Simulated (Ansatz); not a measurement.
Method: r2SCAN, no spin polarisation; PAW, plane waves to 500 eV, 5×5×5 Γ-centred mesh, fermi-dirac occupations (width 0.0453 eV) (Ansatz 0.2.0), atoms fixed.

Computed maps in the lattice plane spanned by a (left to right, 7.67 Å, 23 points from zero) and b (bottom to top, 7.67 Å, 23 points from zero), 90° apart, at height 0.000 along c. The fields are smooth PAW ones with compensation charges, not the true ones near nuclei.

Valence density. Digits on a logarithmic scale: 0 up to 0.03 e/Å³, each further digit a factor of 1.6, 9 from 1.3 e/Å³ up:
```
89864222322234676545689
98753222222346999865678
76643222222358999975456
45555433322359999985334
34678754322358999974222
35899975322346899753222
46999996323345566543222
47999996445565543333223
46999985567887642222222
34689865579999753222222
23455544689779853333332
22333333589779864455543
32222223579999755689864
42222222467887655899996
43223333455655446999997
42223456655433236999996
32223579986432235799985
32224799998532234578764
44335899999532233345555
76545799998532222223466
98765689996432222223578
89865456764322232224689
08974334443223444334798
```

ELF. Ten even steps from '0' (0.00) to '9' (0.86):
```
68983000000012233213898
99961000000123322322699
98620000000123100131268
43211110000123000131013
11233211000123100221000
12311231000012322311000
23200022100121122110000
23200022125775211000000
22310131279999720000000
12333321599999950000000
01222212799449971011110
00111101799449972122221
10000000599999951233332
20000000279999721310132
20000001125775212200023
20000112211210012200023
10001132232100001321132
10001220013210001123321
43101310003210000111123
98621310013210000000268
99962232233210000001699
68983123322100000003898
26994112221001222114996
```

**Question.** The cell is NaIn2Cl5. Which atoms lie within 0.2 Å of this plane, and where (fractions of a and b)?

**Answer.** In at (0.33, 0.17), In at (0.17, 0.67), In at (0.67, 0.83), In at (0.83, 0.33), Cl at (0.00, 0.00), Cl at (0.50, 0.50). The whole cell:
```yaml
crystal:
  lattice:
    - [0.00000, 7.67475, 0.00000]
    - [7.67475, 0.00000, 0.00000]
    - [3.83738, 3.83738, -6.95717]
  atoms:
    - { symbol: In, position: [0.33162, 0.16838, 0.00000] }
    - { symbol: In, position: [0.16838, 0.66838, 0.00000] }
    - { symbol: In, position: [0.66838, 0.83162, 0.00000] }
    - { symbol: In, position: [0.83162, 0.33162, 0.00000] }
    - { symbol: Na, position: [0.25000, 0.25000, 0.50000] }
    - { symbol: Na, position: [0.75000, 0.75000, 0.50000] }
    - { symbol: Cl, position: [0.28050, 0.47070, 0.74880] }
    - { symbol: Cl, position: [0.47070, 0.97070, 0.74880] }
    - { symbol: Cl, position: [0.97070, 0.78050, 0.74880] }
    - { symbol: Cl, position: [0.78050, 0.28050, 0.74880] }
    - { symbol: Cl, position: [0.21950, 0.71950, 0.25120] }
    - { symbol: Cl, position: [0.02930, 0.21950, 0.25120] }
    - { symbol: Cl, position: [0.52930, 0.02930, 0.25120] }
    - { symbol: Cl, position: [0.71950, 0.52930, 0.25120] }
    - { symbol: Cl, position: [0.00000, 0.00000, 0.00000] }
    - { symbol: Cl, position: [0.50000, 0.50000, 0.00000] }
```

Origin: a known structure type with other elements, at an estimated volume, so it need not be a known compound. Caveats: many states at the Fermi level without spin polarisation, so a magnetic state may lie lower.
